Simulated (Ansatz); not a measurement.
**Zone-centre phonons of Hf₂Si at 25 GPa: input and output**

The calculation used Ansatz, DFT LDA, scalar-relativistic, plane waves, PAW.

Launched with:
```bash
ansatz run input.yaml --threads 2 --pin off --max-ram 6144MiB --backend cpu --events-out ev --progress --plain --runs-dir out
```

Input (bare energies are in eV):
```yaml
crystal:
  lattice:
    - [-3.0821330292, 3.0821330292, 2.460403766]
    - [3.0821330292, -3.0821330292, 2.460403766]
    - [3.0821330292, 3.0821330292, -2.460403766]
  atoms:
    - { symbol: Hf, position: [0.8441218516, 0.6558781484, 0.5] }
    - { symbol: Hf, position: [0.3441218516, 0.8441218516, 0.1882437033] }
    - { symbol: Hf, position: [0.1558781484, 0.3441218516, 0.5] }
    - { symbol: Hf, position: [0.6558781484, 0.1558781484, 0.8117562967] }
    - { symbol: Si, position: [0.75, 0.75, 0.0] }
    - { symbol: Si, position: [0.25, 0.25, 0.0] }
basis:
  ecutwfc: 420
kpoints:
  mp_grid: { grid: [10, 10, 10] }
hamiltonian:
  xc: lda
scf:
  occupations: { method: fermi_dirac, width: 0.15 }
output:
  eigenvalues: true
phonons:
  method: dfpt
  eigenvectors: true
```

The end of the output:
```
--- Phonons (Γ-DFPT): 4 representative perturbations + reference, on 504 of 1000 k-points (Σ response iterations 30) ---
  k mesh reduced under 1 symmetry operation, with k and −k counted as one. Each operation leaves every solved perturbation unchanged. A smaller set is not used because it would not reduce the number of displacements ...
  ASR residual: 4.782e-4 → 0.000e0 eV/Å²; symmetrization residual: 3.582e-6 eV/Å²
  ASR residual per site (eV/Å²): 4.78e-4 4.78e-4 4.78e-4 4.78e-4 3.27e-5 3.27e-5
  Γ frequencies (cm⁻¹): 0.00 0.00 0.00 130.06 130.06 131.38 131.38 150.22 159.42 166.86 179.92 183.23 315.05 408.69 408.69 415.46 415.46 446.61
  non-analytic LO–TO correction: not included (Born effective charges unavailable; polar crystals: no LO–TO splitting at Γ)
```

It took 25 min on 2 threads of Oxide Virtual Turin-like Processor (Zen 5), on a shared host, peak memory 3.5 GiB.

In a metal, frequencies and elastic constants depend on the k mesh and the smearing, soft modes and shear constants most. Spin–orbit coupling is left out, which can shift energies with elements as heavy as these. Other phases may be more stable at this pressure.